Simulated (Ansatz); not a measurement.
**Ti2AlC: how the free axis answers a strain**

Ti2AlC, P6_3/mmc, a = 3.055 Å, c = 13.718 Å. The structure is a Materials Project entry; whether it is the stable form wasn't checked. Ansatz: r2SCAN, PAW, 500 eV, Γ-centred 12×12×4 mesh on 8 atoms, Gaussian smearing 0.10 eV; no spin polarisation. Series: uniaxial strain along a, with b, c and atoms relaxed; x is the strain in per cent. y is the change of c in per cent of 13.718 Å.

```tsv
x (%)	y (%)
-3.0	?
-1.5	0.25
0.0	0.00
1.5	-0.27
3.0	-0.53
```

Question: Fit y = c1 x + c2 x² to the other rows, say what c1 measures, and predict the missing y.

Answer: Least squares on the rows shown. y = −0.1715 x − 0.002020 x². So −c1 = 0.172 is Poisson's ratio for this pair of axes. Along b the same runs (not shown) give -0.14: b grows with the strained axis. At x = -3.0 the fit asked for gives 0.50 %. The run gave 0.50 %, the same to the digits shown. The form still works here, 33 % of the fitted range beyond its end.

Cost: 5 runs of about 46 core-minutes in all, on Arm Neoverse V1 (shared hosts).